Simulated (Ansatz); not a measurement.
GeMo$_{2}$ in space group P4/nmm (No. 129; Mo on 2a, Mo on 2c, Ge on 2c) at seven volumes, DFT-PBE in the program Ansatz with PAW potentials, shape and atoms relaxed at each. One row is withheld.

```tsv
V (Å³/atom)	P (GPa)
14.435	23.68
14.911	14.45
15.386	6.63
15.862	0.00
16.338	-5.59
16.814	-10.28
17.290	?
```

Task: Fit the shown pressures and predict the withheld one.

Result: P = (3/2)B₀(x^(7/2) − x^(5/2))[1 + (3/4)(B′ − 4)(x − 1)] with x = (V₀/V)^(2/3). Least squares on the six rows gives V₀ = 15.863 Å³/atom, B₀ = 202 GPa, B′ = 4.59. At V = 17.290, x = 0.9442 and P = -14.29 GPa. The run itself gave -14.13 GPa.

The cell is a constructed one: a structure type filled with these elements; neither database checked (COD, Materials Project) lists it. Its standing as an ambient phase is unchecked. Symmetry was held in the PBE relaxation; its stability against distortions is not shown here. The run is not spin-polarised.

Potentials: the later of the program's two PAW sets.
